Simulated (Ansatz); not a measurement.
BeS:
```
CELL_PARAMETERS angstrom
      3.43404     0.00000     0.00000
     -1.71702     2.97397     0.00000
      0.00000     0.00000     5.66121
ATOMIC_POSITIONS crystal
  Be 0.33333 0.66667 0.99947
  S  0.66667 0.33333 0.12553
  Be 0.66667 0.33333 0.49947
  S  0.33333 0.66667 0.62553
```

Relaxed with r²SCAN. Special points in fractions of this cell's reciprocal vectors: Γ (0.000, 0.000, 0.000); M (0.500, 0.000, 0.000); K (0.333, 0.333, 0.000); A (0.000, 0.000, 0.500); L (0.500, 0.000, 0.500); H (0.333, 0.333, 0.500).

Problem. List the band energies nearest the valence-band maximum at these points for r²SCAN (plane waves, PAW; program Ansatz).

Solution. In eV from the valence-band maximum; about four levels below and three above (degenerate sets whole), none deeper than 8.9 eV; points with the same levels are listed once.

```json
[
 {"k": "Γ", "below": "-1.16 -1.16 -0.16 0.00 0.00", "above": "5.71 6.02 6.02"},
 {"k": "M", "below": "-3.88 -2.73 -2.33 -1.13", "above": "4.51 5.77 6.85"},
 {"k": "K", "below": "-4.23 -4.23 -3.00 -3.00 -3.00", "above": "4.09 9.25 9.25"},
 {"k": "A", "below": "-0.63 -0.63 -0.63 -0.63", "above": "6.05 6.05 6.79 6.79 6.79 6.79"},
 {"k": "L", "below": "-2.05 -2.05 -2.03 -2.03", "above": "4.66 4.66 6.16 6.16"},
 {"k": "H", "below": "-4.17 -4.17 -1.64 -1.64", "above": "5.99 5.99 7.20 7.20"}
]
```

Space group P6_3mc (wurtzite). The start of the workflow was typed in or built on a structure type; neither database checked (COD, Materials Project) lists it. COD files the formula under space group No. 216, so this cell is another polymorph or a model. Its standing as an ambient phase is unchecked. Symmetry was held in the r²SCAN relaxation; whether a distortion lowers the energy is not shown.

Potentials: the later of the program's two PAW sets.
